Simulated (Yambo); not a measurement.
Yambo run on BaAlSiH (space group P3m1, No. 156). The wavefunctions are norm-conserving PBEsol (Quantum ESPRESSO, 72 Ry, no spin-orbit coupling) ones on a 3×3×2 mesh (9 occupied bands); a = b = 4.299 Å, c = 5.062 Å, α = β = 90.00°, γ = 120.00°.

Yambo input:

```
rim_cut
gw0
dyson
el_el_corr
HF_and_locXC
ppa
em1d
RandQpts= 1000000
RandGvec= 1 Ry
EXXRLvcs= 72 Ry
VXCRLvcs= 288 Ry
Chimod= "HARTREE"
% BndsRnXp
 1 | 151 |
%
NGsBlkXp= 8 Ry
% LongDrXp
 1.0 | 1.0 | 1.0 |
%
PPAPntXp= 55 eV
% GbndRnge
 1 | 151 |
%
GTermKind= "BG"
DysSolver= "n"
ExtendOut
% QPkrange
 2 | 2 | 9 | 10 |
 3 | 3 | 10 | 10 |
%
```

k points by index: 2 = A, 3 = (0, 0.333, 0).

The o-*.qp file then holds:

```
#    K-point    Band    Eo [eV]    E [eV]    E-Eo [eV]    Vxc [eV]    Vnlxc [eV]    Sc|Eo [eV]    Sc|E [eV]    dSc/dw|Eo [eV]    Re(Z)    Im(Z)
#
    2    9    0.000000    -0.595062    -0.595062    -10.15314    -11.43953    0.524254    0.691321    -7.638878    0.780806    -0.001511
    2    10    1.685462    1.608498    -0.076964    -9.460504    -5.368831    -4.188695    -4.168637    -7.103163    0.792996    -0.001458
    3    10    1.045579    0.863790    -0.181790    -9.196596    -5.666230    -3.760100    -3.712157    -7.180673    0.791209    -0.001470
```
(The two width columns are left out.) Convergence of these settings isn't established.

Geometry relaxed with PBEsol.

The structure is a Materials Project entry; no match was found in the copy of COD used, and its stability was not checked.
